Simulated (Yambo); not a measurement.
Yambo run on LuVO4 (space group I4_1/amd, No. 141). The wavefunctions come from this Quantum ESPRESSO step (PBEsol, PseudoDojo standard norm-conserving files, scalar-relativistic):

```
&CONTROL
  calculation = 'nscf'
  pseudo_dir = './pseudo'
  outdir = './out'
/
&SYSTEM
  ibrav = 0
  nat = 12
  ntyp = 3
  ecutwfc = 100.0
  ecutrho = 400.0
  occupations = 'fixed'
  force_symmorphic = .true.
  nbnd = 254
/
&ELECTRONS
  conv_thr = 1.2000000000000002e-08
  diago_full_acc = .true.
  diago_thr_init = 1e-08
/
ATOMIC_SPECIES
O 15.9990 O.upf
V 50.9415 V.upf
Lu 174.9668 Lu.upf
CELL_PARAMETERS angstrom
 -3.487195000000   3.487195000000   3.104285000000
  3.487195000000  -3.487195000000   3.104285000000
  3.487195000000   3.487195000000  -3.104285000000
ATOMIC_POSITIONS crystal
O   0.072580000000   0.760810000000   0.688230000000
O   0.510810000000   0.322580000000   0.188230000000
O   0.072580000000   0.384350000000   0.311770000000
O   0.134350000000   0.322580000000   0.811770000000
O   0.677420000000   0.865650000000   0.188230000000
O   0.239190000000   0.927420000000   0.311770000000
O   0.677420000000   0.489190000000   0.811770000000
O   0.615650000000   0.927420000000   0.688230000000
V   0.500000000000   0.500000000000   0.000000000000
V   0.250000000000   0.750000000000   0.500000000000
Lu   0.750000000000   0.250000000000   0.500000000000
Lu   0.000000000000   0.000000000000   0.000000000000
K_POINTS automatic
2 2 2 0 0 0
```

Yambo input:

```
rim_cut
gw0
dyson
el_el_corr
HF_and_locXC
ppa
em1d
RandQpts= 1000000
RandGvec= 1 Ry
EXXRLvcs= 100 Ry
VXCRLvcs= 400 Ry
Chimod= "HARTREE"
% BndsRnXp
 5 | 253 |
%
NGsBlkXp= 7 Ry
% LongDrXp
 1.0 | 1.0 | 1.0 |
%
PPAPntXp= 27.2114 eV
% GbndRnge
 1 | 253 |
%
GTermKind= "BG"
DysSolver= "n"
ExtendOut
% QPkrange
 1 | 1 | 62 | 63 |
 2 | 2 | 62 | 63 |
 3 | 3 | 62 | 63 |
 4 | 4 | 62 | 63 |
%
```

k points by index: 1 = Γ, 2 = X, 3 = N, 4 = M.

Table of the .qp output:

```
#    K-point    Band    Eo [eV]    E [eV]    E-Eo [eV]    Vxc [eV]    Vnlxc [eV]    Sc|Eo [eV]    Sc|E [eV]    dSc/dw|Eo [eV]    Re(Z)    Im(Z)
#
    1    62    0.000000    -0.557850    -0.557850    -19.63882    -24.71847    4.360022    4.521803    -7.889772    0.775225    -0.001346
    1    63    2.865557    4.381564    1.516008    -20.66998    -13.79421    -4.964281    -5.359768    -7.098278    0.793110    -0.001068
    2    62    -0.219702    -0.374525    -0.154823    -21.53758    -26.19437    4.458231    4.501961    -7.679977    0.779887    -0.001311
    2    63    3.532103    5.215805    1.683702    -22.02981    -14.70496    -5.185058    -5.641146    -7.370712    0.786862    -0.001020
    3    62    -0.144124    -0.623452    -0.479328    -19.92295    -24.92125    4.380828    4.518979    -7.840771    0.776309    -0.001359
    3    63    3.625565    5.315846    1.690281    -22.10334    -14.96669    -4.977554    -5.446368    -7.546875    0.782874    -0.001042
    4    62    -0.427458    -0.506707    -0.079249    -22.10823    -26.68771    4.478080    4.500232    -7.593839    0.781816    -0.001437
    4    63    3.573450    5.312527    1.739077    -22.50581    -15.03080    -5.258943    -5.735934    -7.463048    0.784767    -0.001077
```
(The two width columns are left out.) Convergence of these settings isn't established.

Geometry of the Materials Project entry, not relaxed at this level.

The runs are not spin-polarised; magnetic order was not tried.
